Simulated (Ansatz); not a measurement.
Crystals of one structure type (Cu3Au type) and one family of elements, relaxed and computed with plane-wave PAW PBEsol (Ansatz code).

```json
[
 {"crystal": "ScGa3", "V (Å³/atom)": "16.59", "K_Hill (GPa)": "82.4"},
 {"crystal": "ScAl3", "V (Å³/atom)": "16.87", "K_Hill (GPa)": "91.9"},
 {"crystal": "YAl3", "V (Å³/atom)": "18.77", "K_Hill (GPa)": "82.1"},
 {"crystal": "Sc3Al", "V (Å³/atom)": "20.92", "K_Hill (GPa)": "?"},
 {"crystal": "YTl3", "V (Å³/atom)": "25.58", "K_Hill (GPa)": "57.0"},
 {"crystal": "La3In", "V (Å³/atom)": "30.63", "K_Hill (GPa)": "43.6"}
]
```

Fit a straight line to ln K against ln V and predict the withheld value.

Least squares on the 5 shown rows: ln K = -1.13 × ln V + (7.674), with a scatter of 5.4 %. For Sc3Al this gives 69.3. The run itself gave 67.6, a miss of 2.5 % of that.

Standing as an ambient phase not checked: ScGa3, Cu3Au type; YAl3, Cu3Au type; Sc3Al, Cu3Au type; YTl3, Cu3Au type; La3In, Cu3Au type. All cells were relaxed under the symmetry of their starts (and spin orders); stability against distortions was not tested throughout. Rows with no word on spin ran without spin polarisation. Scalar-relativistic: spin–orbit coupling is off unless named, which matters more the heavier the elements.

Potentials: the later of the program's two PAW sets.
